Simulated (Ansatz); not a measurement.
Given:

AgI:
```xyz
8
Lattice="4.3269 0.0000 0.0000 -2.1634 3.7472 0.0000 0.0000 0.0000 14.3814" Properties=species:S:1:pos:R:3 pbc="T T T"
Ag     0.0000     0.0000     4.6543
Ag     0.0000     0.0000    11.8450
Ag     2.1634     1.2491     6.1344
Ag     0.0000     2.4981    13.3251
I      0.0000     0.0000     0.2589
I      0.0000     0.0000     7.4496
I      2.1634     1.2491     3.3338
I      0.0000     2.4981    10.5245
```

This is the LDA-relaxed structure. Tensor components refer to the Cartesian frame of this cell.

Question: All from LDA in the plane-wave PAW code Ansatz, unless another level is named. Estimate the highest zone-centre frequency (without LO–TO term).

Answer: 17.5 meV.

Question: And the piezoelectric stress constants (proper, relaxed ions, C/m²)?

Answer: e15 = e24 = -0.03, e33 = -0.04.

Question: What about the zero-point energy?

Answer: 15.4 meV/atom.

Question: What about the Poisson's ratio?

Answer: 0.34.

Space group P6_3mc. The workflow started from a Materials Project entry (that database holds measured and hypothetical structures alike). Its sites differ from those of the usual phase in this space group: another stacking or structure type. Symmetry was held in the LDA relaxation; phonons on a q-mesh show no instability. The run is not spin-polarised. A crystal of weakly bound layers computed without a dispersion correction: the cell and the soft elastic constants depend strongly on that. Scalar-relativistic: spin–orbit coupling is off unless named, which matters more the heavier the elements.

Potentials: the earlier of the program's two PAW sets.
